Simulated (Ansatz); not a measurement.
Al2O3:
```
CELL_PARAMETERS angstrom
      2.38690     1.37808     4.33816
     -2.38690     1.37808     4.33816
      0.00000    -2.75616     4.33816
ATOMIC_POSITIONS crystal
  Al 0.35208 0.35208 0.35208
  Al 0.14792 0.14792 0.14792
  Al 0.64792 0.64792 0.64792
  Al 0.85208 0.85208 0.85208
  O  0.55585 0.94415 0.25000
  O  0.25000 0.55585 0.94415
  O  0.94415 0.25000 0.55585
  O  0.44415 0.05585 0.75000
  O  0.75000 0.44415 0.05585
  O  0.05585 0.75000 0.44415
```

Tensor components refer to the Cartesian frame of this cell.

Give the high-frequency dielectric tensor and the Born effective charge tensors of the independent atoms from DFPT, PBEsol in the plane-wave PAW code Ansatz.


ε∞:
```
3.30  0.00  0.00
0.00  3.30  0.00
0.00  0.00  3.26
```
Z* of atom 1 (Al), rows: field, columns: displacement, in e:
```
 2.98  -0.03   0.00
 0.03   2.98   0.00
 0.00   0.00   2.95
```
Z* of atom 5 (O), rows: field, columns: displacement, in e:
```
-2.09   0.00   0.00
 0.00  -1.89   0.27
 0.00   0.37  -1.96
```

Space group R-3c (corundum). Symmetry was held in the PBEsol relaxation.

Potentials: the later of the program's two PAW sets.
